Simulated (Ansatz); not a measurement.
NbAu$_{2}$:
```cif
data_Au2Nb
_chemical_formula_sum 'Nb1 Au2'
_space_group_name_H-M_alt 'P 1'
_space_group_IT_number 1
_cell_length_a 4.66432
_cell_length_b 4.66432
_cell_length_c 2.73882
_cell_angle_alpha 90.000
_cell_angle_beta 90.000
_cell_angle_gamma 120.000
loop_
_space_group_symop_operation_xyz
  'x, y, z'
loop_
_atom_site_label
_atom_site_type_symbol
_atom_site_fract_x
_atom_site_fract_y
_atom_site_fract_z
_atom_site_occupancy
Nb1 Nb 0.00000 0.00000 0.00000 1
Au1 Au 0.66667 0.33333 0.50000 1
Au2 Au 0.33333 0.66667 0.50000 1
```

Relaxed with r²SCAN.

Q: Which orbitals make up the states near the Fermi level in the program Ansatz at the r²SCAN level (PAW)?

A: Within 0.5 eV of the Fermi level: Nb 4d 75 %, Au 5d 13 %, outside the projected shells 7 %. Projections are on Löwdin-orthogonalised atomic valence shells; empty p or d shells of many metals are not among them.

Q: Tabulate the density of states.

A: States/eV per cell of 3 atoms, in 0.25 eV bins, energy from the Fermi level.

```csv
E (eV),total,Au 5d,Nb 4d,Au 6s
-7.85,1.13,0.37,0.13,0.54
-7.60,2.51,1.44,0.29,0.65
-7.35,4.95,3.68,0.47,0.63
-7.10,5.78,4.67,0.45,0.48
-6.85,6.32,5.45,0.35,0.35
-6.60,7.25,6.49,0.34,0.29
-6.35,5.14,4.62,0.30,0.12
-6.10,4.46,4.06,0.20,0.13
-5.85,3.62,3.27,0.11,0.09
-5.60,2.68,2.28,0.10,0.07
-5.35,2.61,2.30,0.07,0.05
-5.10,4.30,3.99,0.18,0.03
-4.85,5.88,5.28,0.43,0.07
-4.60,5.65,4.79,0.60,0.16
-4.35,4.95,4.23,0.37,0.23
-4.10,5.04,4.01,0.43,0.41
-3.85,4.00,3.38,0.26,0.26
-3.60,2.60,2.28,0.13,0.13
-3.35,2.08,1.78,0.11,0.11
-3.10,2.45,1.96,0.21,0.19
-2.85,2.96,2.05,0.50,0.28
-2.60,1.91,0.81,0.75,0.21
-2.35,1.93,0.58,1.04,0.17
-2.10,1.63,0.44,0.91,0.12
-1.85,1.84,0.33,1.13,0.12
-1.60,2.03,0.33,1.24,0.10
-1.35,2.53,0.37,1.57,0.10
-1.10,2.67,0.42,1.68,0.08
-0.85,1.69,0.21,1.14,0.04
-0.60,1.04,0.15,0.77,0.02
-0.35,0.83,0.12,0.63,0.01
-0.10,0.79,0.11,0.61,0.01
0.15,0.91,0.12,0.69,0.01
0.40,1.62,0.21,1.20,0.05
0.65,2.54,0.36,1.84,0.13
0.90,3.99,0.54,2.63,0.30
1.15,4.35,0.53,2.96,0.31
1.40,2.43,0.26,1.83,0.12
1.65,1.87,0.17,1.33,0.12
1.90,1.20,0.09,0.81,0.11
2.15,1.36,0.08,0.92,0.17
2.40,1.55,0.07,1.11,0.17
2.65,2.04,0.07,1.59,0.17
2.90,2.01,0.08,1.43,0.26
3.15,1.49,0.07,0.75,0.36
3.40,1.35,0.06,0.49,0.45
3.65,1.16,0.05,0.36,0.43
3.90,0.88,0.03,0.24,0.30
4.15,0.71,0.02,0.16,0.21
4.40,0.66,0.02,0.12,0.19
4.65,0.89,0.03,0.14,0.31
```

Space group P6/mmm. The workflow started from a Materials Project entry (that database holds measured and hypothetical structures alike); the Crystallography Open Database files this formula in space group No. 191, but the cells were not matched. Its standing as an ambient phase is unchecked. The r²SCAN relaxation kept the symmetry of its start; whether a distortion lowers the energy is not shown. The run is not spin-polarised. Spin–orbit coupling is left out wherever it is not named.

Potentials: the later of the program's two PAW sets.
